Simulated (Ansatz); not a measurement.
LiTaF6:
```xyz
8
Lattice="2.6032 1.5030 4.5402 -2.6032 1.5030 4.5402 0.0000 -3.0059 4.5402" Properties=species:S:1:pos:R:3 pbc="T T T"
Li     0.0000     0.0000     6.8103
Ta     0.0000     0.0000     0.0000
F     -1.6008     0.3124     5.6411
F      1.6008    -0.3124     7.9796
F      1.0710     1.2301     5.6411
F     -1.0710    -1.2301     7.9796
F      0.5298    -1.5425     5.6411
F     -0.5298     1.5425     7.9796
```

Relaxed with r²SCAN. Independent-particle spectrum: no excitons, no local fields, no scissors shift; 0.1 eV broadening; ε₁ of the summed bands alone.

Tabulate the dielectric function from DFT-r²SCAN in the program Ansatz with PAW potentials.



```tsv
E (eV)	ε₁ xx	ε₂ xx	ε₁ zz	ε₂ zz
0.0	2.15	0.00	2.16	0.00
0.5	2.15	0.00	2.16	0.00
1.0	2.16	0.00	2.17	0.00
1.5	2.17	0.00	2.18	0.00
2.0	2.19	0.00	2.20	0.00
2.5	2.22	0.00	2.23	0.00
3.0	2.26	0.00	2.27	0.00
3.5	2.31	0.00	2.31	0.00
4.0	2.37	0.00	2.38	0.00
4.5	2.45	0.00	2.46	0.00
5.0	2.56	0.00	2.57	0.00
5.5	2.72	0.00	2.73	0.00
6.0	2.96	0.00	2.98	0.00
6.5	3.39	0.00	3.41	0.00
7.0	4.47	0.00	4.51	0.00
7.5	8.56	5.53	8.84	6.86
8.0	-1.28	5.67	-0.61	4.82
8.5	-0.49	1.50	-0.36	1.53
9.0	0.14	0.39	0.14	0.31
9.5	1.20	0.07	1.22	0.06
10.0	1.81	0.18	1.82	0.19
10.5	2.07	0.38	2.07	0.39
11.0	2.36	0.52	2.35	0.52
11.5	2.86	0.85	2.81	0.83
12.0	3.04	1.57	3.22	1.53
```

From ε at 8.6 eV (xx: -0.25 + 1.17i), find n, k, the normal reflectivity and the absorption coefficient.

n = 0.69, k = 0.850, R = 23 %, α = 2kE/ħc = 740000 cm⁻¹.

With all bands, ε∞ without local fields is 2.37 (xx = yy), 2.37 (zz).

Space group R-3. The workflow started from a Materials Project entry (that database holds measured and hypothetical structures alike); the Crystallography Open Database copy checked does not list it. With Li and Ta taken as one species the cell has the higher symmetry R-3c, so it may be an ordered model of a mixed-site phase. Its standing as an ambient phase is unchecked. Symmetry was held in the r²SCAN relaxation; whether a distortion lowers the energy is not shown. No spin polarisation was allowed. Spin–orbit coupling is left out wherever it is not named.

Potentials: the later of the program's two PAW sets.
